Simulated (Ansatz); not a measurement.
Relaxing Na (bcc)

Computed with Ansatz (plane waves, PAW, 500 eV cutoff): r²SCAN, scalar-relativistic, no spin polarisation, 14×14×14 k-mesh, Gaussian smearing of 0.05 eV. The datasets are Ansatz's generated set soft_2.

The first cell:

```
Na
1.0
    -2.11500    2.11500    2.11500
     2.11500   -2.11500    2.11500
     2.11500    2.11500   -2.11500
Na
1
Direct
  0.00000 0.00000 0.00000
```

The runs in order:

```tsv
run	level	k-mesh	kind	V (Å³/atom)	P (GPa)	E − E(final) (meV/atom)	gap on the mesh (eV)
1	PBE, 420 eV	6×6×6	fixed cell	37.84	-0.1	–	metal
2	r²SCAN	14×14×14	fixed cell	37.84	0.0	0.0	metal
```

At this volume the pressure is -0.04 GPa.

The final structure (symmetry read at 0.01 Å). Symmetry: Im-3m, No. 229, cubic system. The conventional cell has a = 4.230 Å, b = 4.230 Å, c = 4.230 Å, α = 90.00°, β = 90.00°, γ = 90.00°. Around Na (site symmetry m-3m) lie 8 Na at 3.66 Å. (Shells end 15 % past the nearest neighbour.)

At the final geometry the gap, band path included, is zero (metallic). 

**Reading the result.**

With 9 valence electrons in the calculation's cell and no magnetic order, the bands, two electrons each, can't all be full or empty: band theory demands a metal.
